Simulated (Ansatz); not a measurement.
BiSe₂:
Space group C2/m (No. 12); a = 16.7533 Å, b = 4.1707 Å, c = 12.1687 Å, α = γ = 90.00°, β = 127.37°

```json
[
 {"atom": "Bi", "site": "4i", "symmetry": "m", "x": "0.1978", "y": "0.5000", "z": "0.0922"},
 {"atom": "Bi", "site": "4i", "symmetry": "m", "x": "0.3884", "y": "0.0000", "z": "0.6018"},
 {"atom": "Se", "site": "4i", "symmetry": "m", "x": "0.0364", "y": "0.0000", "z": "0.9413"},
 {"atom": "Se", "site": "4i", "symmetry": "m", "x": "0.0852", "y": "0.0000", "z": "0.5452"},
 {"atom": "Se", "site": "4i", "symmetry": "m", "x": "0.3443", "y": "0.0000", "z": "0.1618"},
 {"atom": "Se", "site": "4i", "symmetry": "m", "x": "0.2092", "y": "0.0000", "z": "0.3445"}
]
```
(The calculation used a cell of 12 atoms; values per cell refer to that cell.)

Relaxed at zero pressure with r²SCAN+D4 (plane waves, PAW; program Ansatz).

Task: The volume is raised by 6 % and shape and atoms relax at that volume. What pressure results, and how do the axes share the change?

Result: -1.1 GPa; a 0.3 %, b 1.1 %, c 3.5 %; the energy rises by 6 meV/atom.

Task: Give the new structure.

Result: 
Space group C2/m (No. 12); a = 16.810 Å, b = 4.216 Å, c = 12.596 Å, α = 90.00°, β = 126.64°, γ = 90.00°

| atom | site | symmetry | x | y | z |
|---|---|---|---|---|---|
| Bi | 4i | m | 0.1938 | 0.5000 | 0.0832 |
| Bi | 4i | m | 0.3833 | 0.0000 | 0.5874 |
| Se | 4i | m | 0.0358 | 0.0000 | 0.9424 |
| Se | 4i | m | 0.0861 | 0.0000 | 0.5507 |
| Se | 4i | m | 0.3413 | 0.0000 | 0.1562 |
| Se | 4i | m | 0.2058 | 0.0000 | 0.3463 |

The phase is kept; no other phase was compared at this pressure.

The first step of the workflow began from a Materials Project structure, measured or hypothetical; the Crystallography Open Database copy checked does not list it. Whether it is the stable phase at ambient conditions was not checked. The cell was relaxed with r²SCAN+D4 under the symmetry of its start; its stability against distortions is not shown here. Spin–orbit coupling is left out wherever it is not named.

Potentials: the later of the program's two PAW sets.
